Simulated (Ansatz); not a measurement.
Values for one crystal, relaxed and computed with plane-wave PAW r²SCAN (Ansatz code); other levels are named.

| Property | Value |
|---|---|
| Volume per atom | 32.77 Å³ |
| Band gap | 0.22 eV (indirect) |
| Smallest direct gap on the standard path | 0.25 eV |
| Conduction-band minimum | on the Γ–A line, 35 % of the way from Γ (2 equivalent valleys) |
| Valence-band maximum | at Γ |
| Formation energy from the elements (no fitted shifts) | -697 meV/atom |

**Question.** Which of these materials gives this?
(A) BaCd2Sb2, P-3m1 (Ba on 1a, Cd on 2d, Sb on 2d)
(B) MgS, rock salt
(C) Na2S, P6_3/mmc (S on 2c, Na on 2a, Na on 2d)
(D) Bi2Te2Se, R-3m (Bi on 6c, Te on 6c, Se on 3a)

**Answer.** A, BaCd2Sb2, P-3m1 (Ba on 1a, Cd on 2d, Sb on 2d)

The first step of the workflow began from a Materials Project structure, measured or hypothetical; the Crystallography Open Database copy checked does not list it. Its standing as an ambient phase is unchecked. The cell was relaxed with r²SCAN under the symmetry of its start; its stability against distortions is not shown here. The references are the lowest solids computed at this level, not always the standard phases. Spin–orbit coupling is left out wherever it is not named.

Potentials: the later of the program's two PAW sets.
